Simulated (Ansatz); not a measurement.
# SiNi₃: field gradients against cell size

Reference cell: a COD entry, whose atoms a relaxation with PBE at fixed cell left in place.

```xyz
4
Lattice="3.5511 0.0000 0.0000 0.0000 3.5511 0.0000 0.0000 0.0000 3.5511" Properties=species:S:1:pos:R:3 pbc="T T T"
Si    0.0000    0.0000    0.0000
Ni    0.0000    1.7755    1.7755
Ni    1.7755    0.0000    1.7755
Ni    1.7755    1.7755    0.0000
```

Sites (sets of like atoms) are named by element and the number of their first atom in this list.

Computed with Ansatz: DFT, PBE, plane waves and PAW, scalar-relativistic, collinear spin, 420 eV cutoff, Γ-centred 13×13×13 k-points, Fermi–Dirac smearing 0.05 eV. Start moments as typed (μB): 1.5 on each Ni, none on the rest.

The cell is scaled uniformly, and the ions relax again at each size. Sites with gradients under 0.05 are left out.

(1) How do the gradients (10²¹ V/m²) respond?

At this cell the PBE pressure is -7 GPa, so with PBE the cell would shrink if it were relaxed. The entry's cell may itself be off. The run finds no gap above 0.1 eV (a metal, or nearly one), so the gradients can move by 10 % or more with the k-mesh. With these PAW files V_zz is typically within 2 to 3 % of all-electron values, but misses above 10 % occur on Ni. The start moments die out, and the run ends without spin.

Answers

(1) 

```tsv
V/V₀	Ni V_zz (η)
0.94	-4.90 (0.00)
0.96	-4.77 (0.00)
0.98	-4.64 (0.00)
1.00	-4.52 (0.00)
1.02	-4.41 (0.00)
1.04	-4.29 (0.00)
1.06	-4.18 (0.00)
```

Logarithmic slopes d ln|V_zz|/d ln V over the series: Ni -1.3. Point charges on a uniformly scaled lattice would give −1; charge that moves in the bonds makes the difference.
